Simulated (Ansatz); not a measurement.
**SnSe2 (P-3m1) at 2 levels of theory**

One geometry, relaxed with PBE; plane waves with PAW potentials in Ansatz, scalar-relativistic. No spin polarisation. Gaps are the least over mesh and band path; pressure is positive in compression.

```yaml
crystal:
  lattice:
    - [3.87175, 0.00000, 0.00000]
    - [-1.93587, 3.35303, 0.00000]
    - [0.00000, 0.00000, 6.98808]
  atoms:
    - { symbol: Sn, position: [0.00000, 0.00000, 0.00000] }
    - { symbol: Se, position: [0.33333, 0.66667, 0.22815] }
    - { symbol: Se, position: [0.66667, 0.33333, 0.77185] }
```

```tsv
level	cutoff (eV)	k mesh	gap (eV)	pressure (GPa)
PBE	420	12×12×4	0.70	0.0
```

Task: What comes out on the same cell with r2SCAN?

Result:
```tsv
level	cutoff (eV)	k mesh	gap (eV)	pressure (GPa)
r2SCAN	500	12×12×4	0.97	-1.8
```

The cell holds layers, chains or molecules and no dispersion correction was added, so their binding is poorly described.

It was relaxed from a cell as deposited in COD.
